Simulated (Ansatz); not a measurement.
Method: Ansatz, DFT PBE, scalar-relativistic, plane waves, PAW. Settings: cutoff 420 eV, Γ-centred meshes spaced at most about 0.3 Å⁻¹, and about 0.25 Å⁻¹ or finer for metals (2π included), Gaussian smearing. No spin polarisation in the final relaxations.

All energies are static (0 K, no zero-point motion).

Compare these two cells of Hf₃NbO₂, each relaxed at this level.

A.

```cif
data_structure
_symmetry_space_group_name_H-M 'P4/mmm'
_symmetry_Int_Tables_number 123
_cell_length_a 2.8548
_cell_length_b 2.8548
_cell_length_c 10.8376
_cell_angle_alpha 90.000
_cell_angle_beta 90.000
_cell_angle_gamma 90.000
_cell_volume 88.32
loop_
_atom_site_label
_atom_site_type_symbol
_atom_site_symmetry_multiplicity
_atom_site_Wyckoff_symbol
_atom_site_fract_x
_atom_site_fract_y
_atom_site_fract_z
_atom_site_occupancy
Hf1 Hf 1 a 0.00000 0.00000 0.00000 1
Hf2 Hf 2 g 0.00000 0.00000 0.71842 1
Nb1 Nb 1 d 0.50000 0.50000 0.50000 1
O1 O 2 h 0.50000 0.50000 0.88352 1
```

B.

```cif
data_structure
_symmetry_space_group_name_H-M 'P6/mmm'
_symmetry_Int_Tables_number 191
_cell_length_a 6.2542
_cell_length_b 6.2542
_cell_length_c 2.7525
_cell_angle_alpha 90.000
_cell_angle_beta 90.000
_cell_angle_gamma 120.000
_cell_volume 93.24
loop_
_atom_site_label
_atom_site_type_symbol
_atom_site_symmetry_multiplicity
_atom_site_Wyckoff_symbol
_atom_site_fract_x
_atom_site_fract_y
_atom_site_fract_z
_atom_site_occupancy
Hf1 Hf 3 f 0.50000 0.00000 0.00000 1
Nb1 Nb 1 b 0.00000 0.00000 0.50000 1
O1 O 2 d 0.33333 0.66667 0.50000 1
```

Task: Which is lower in energy, and by how much?

Result: B is lower, by 196 meV/atom. A has space group P4/mmm (No. 123), 14.7 Å³/atom and no gap on its mesh; B has space group P6/mmm (No. 191), 15.5 Å³/atom and no gap. Counting O atoms around Hf and Nb (those within 1.25 times the shortest such distance or 1.15 times the sum of covalent radii; a plus sign parts nearer from farther groups; the shortest distance is added where it is long for a bond; a slash parts the counts of unlike sites), A has Hf 4/8, Nb 2+8 from 4.2 Å and B has Hf 4, Nb 6 from 3.6 Å. The lower one is the more open, so pressure narrows the difference. In A, Hf on a site of symmetry 4/mmm is surrounded by 8 O at 2.38 Å, 4 Hf at 2.85 Å and 2 Hf at 3.05 Å; Nb has 4 Nb at 2.85 Å and 8 Hf at 3.11 Å; O has 4 Hf at 2.38 Å, 1 O at 2.52 Å, 4 Hf at 2.70 Å and 4 O at 2.85 Å; 1 more site not described. In B, around Hf lie 4 O at 2.27 Å, 2 Hf at 2.75 Å, 4 Hf at 3.13 Å and 4 Nb at 3.42 Å; Nb has 2 Nb at 2.75 Å and 12 Hf at 3.42 Å; O is surrounded by 6 Hf at 2.27 Å and 2 O at 2.75 Å. Both come from invented guesses. A third cell relaxed alike, in P-3m1, lies 228 meV/atom below the lower of the two.

Spin–orbit coupling, which can matter for Hf, is left out. In P4/mmm, P6/mmm an odd number of electrons in the primitive cell allows no gap without spin; a larger cell or a magnetic state could open one. A magnetic state wasn't ruled out in cells without spin, among them P4/mmm, P6/mmm. Cells relaxed within their symmetry can be saddle points.
